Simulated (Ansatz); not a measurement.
# MoSi2: enthalpy against pressure

MoSi2, I4/mmm, a = 3.202 Å, c = 7.819 Å. Ansatz: r2SCAN, PAW, 500 eV, Γ-centred 18×18×18 mesh on 3 atoms, Gaussian smearing 0.10 eV; no spin polarisation. Cell and atoms are relaxed at each pressure, and no other structure is tried, so the rows at high pressure may lie past a change of phase. y is the enthalpy over the state at zero pressure; there V0 = 13.358 Å³/atom. The pressures are the targets, met within 0.02 GPa.

```tsv
P (GPa)	y (eV/atom)
-2.0	-0.1675
0.0	0.0000
2.0	?
5.0	0.4123
10.0	0.8160
20.0	1.6011
```

Problem. Fit y = c1 P + c2 P² + c3 P³ to the other rows, say what c1 and c2 mean, and predict the missing value.

Solution. Least squares on the rows shown. y = 0.083372 P − 0.00018847 P² + 1.1310×10⁻⁶ P³. Since dH/dP = V, c1 is V0: 0.083372 eV/GPa × 160.2 = 13.356 Å³ against 13.358; c2 = −V0/(2B0) gives B0 = 221 GPa, where a Birch–Murnaghan fit to the volumes of the same runs (not shown) gives 217 GPa. At P = 2.0 the fit asked for gives 0.1660 eV/atom. The run gave 0.1660 eV/atom, the same to the digits shown.